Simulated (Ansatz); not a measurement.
Frames from the relaxation of a relaxed Pt cell, doubled along one cell vector, shaken by Gaussian noise of σ = 0.08 Å a coordinate, as extended XYZ (Å, eV, eV/Å, GPa with compression positive). Level of theory: r2SCAN (plane waves to 500 eV, PAW, scalar-relativistic; Ansatz, a first-principles code). Γ-centred k-mesh 7×14×4 on the run's cell (coarser than for final values), Fermi–Dirac smearing 0.05 eV.

```xyz
8
Lattice="5.4403 0.0000 0.0000 -1.3601 2.3557 0.0000 0.0000 0.0000 9.9191" Properties=species:S:1:pos:R:3:forces:R:3 pbc="T T T" step=1 free_energy=-100305.041 pressure=3.2 accepted=T
Pt    -0.0858     1.6741     1.2559   -0.6251   -1.3770   -0.7331
Pt     2.6889     1.3997     1.0772    0.6676    1.4299   -0.6275
Pt     1.3313     0.7479     6.1491    0.8358    0.1629   -0.3390
Pt     4.1365     0.6906     6.1485   -0.7543   -0.0215   -1.7199
Pt     1.3090     0.7943     8.7260    0.8038    0.5358    0.1980
Pt     4.1090     0.8534     8.6036   -0.9089   -0.6264    1.7993
Pt    -0.0406     1.6561     3.8264    0.8327    0.4701   -0.0719
Pt     2.7556     1.7182     3.5686   -0.8516   -0.5739    1.4940
8
Lattice="5.4353 -0.0064 0.0161 -1.3616 2.3541 0.0051 0.0293 0.0382 9.9058" Properties=species:S:1:pos:R:3:forces:R:3 pbc="T T T" step=2 free_energy=-100305.552 pressure=1.5 accepted=T
Pt    -0.0867     1.5700     1.1516    0.4431   -0.0256    0.3712
Pt     2.6922     1.5222     1.1135   -0.4069    0.1334    0.7111
Pt     1.4166     0.7872     6.0960   -0.4631   -0.2395    0.4917
Pt     4.0999     0.7521     6.0662    0.4621    0.4156    0.7221
Pt     1.3810     0.8517     8.7237   -0.4037   -0.2722   -0.5349
Pt     4.0695     0.8257     8.7097    0.4025    0.1783   -0.5819
Pt     0.0221     1.6804     3.7749   -0.4728   -0.3004   -0.6123
Pt     2.6997     1.6646     3.7515    0.4388    0.1104   -0.5669
8
Lattice="5.4571 0.0027 0.0075 -1.3631 2.3570 0.0037 0.0137 0.0235 9.9331" Properties=species:S:1:pos:R:3:forces:R:3 pbc="T T T" step=3 free_energy=-100305.657 pressure=-1.3 accepted=T
Pt    -0.0468     1.6014     1.1491   -0.0038   -0.0104   -0.0683
Pt     2.6804     1.6053     1.1534    0.0019   -0.0396   -0.0272
Pt     1.4088     0.8427     6.1126   -0.0238   -0.0117   -0.0249
Pt     4.1368     0.8482     6.1250   -0.0402   -0.0559   -0.0764
Pt     1.3722     0.7923     8.7073   -0.0144   -0.0084    0.0613
Pt     4.1006     0.7877     8.7175    0.0249    0.0633    0.0368
Pt    -0.0357     1.5810     3.7406    0.0727    0.0557    0.0768
Pt     2.6968     1.5850     3.7503   -0.0172    0.0070    0.0219
```

The path has 9 moves and ends in P6₃/mmc (No. 194), 0.08 eV/atom below its start. Free energies are of the whole cell and compare only within this code, potentials and settings.  No spin polarisation in the result.

The end of the path is a generated cell of Pt: the first start was made by placing the elements on the sites of a structure type, and the end was not matched to a known phase here, so it may be hypothetical. Known forms of Pt include space group No. 225.
